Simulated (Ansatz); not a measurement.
YCl in space group R-3m (No. 166; Cl on 6c, Y on 6c), plane-wave PAW PBE (Ansatz code), all energies at zero smearing, with the estimated change up to a 700 eV cutoff added, with one set of potentials and settings (totals compare only within such a set). Cell of 4 atoms (2 Cl, 2 Y): -9862.226 eV.

```tsv
element	reference phase	E (eV/atom)
Cl	Cmce, 4 atoms in the cell	-1079.4982
Y	P6_3/mmc, 2 atoms in the cell	-3848.6668
```

Formation energy per atom, worked out: (-9862.226 − 2×(-1079.4982) − 2×(-3848.6668))/4 = -1.474 eV/atom (-142 kJ per mol of atoms), at 0 K, without zero-point energy or fitted corrections.

The workflow started from an entry of the Crystallography Open Database (COD). Its standing as an ambient phase is unchecked. Symmetry was held in the PBE relaxation; its stability against distortions is not shown here. No spin polarisation was allowed. A crystal of weakly bound layers computed without a dispersion correction: the cell and the soft elastic constants depend strongly on that. The references are the lowest solids computed at this level, not always the standard phases (solids in place of the gases).

Potentials: the later of the program's two PAW sets.
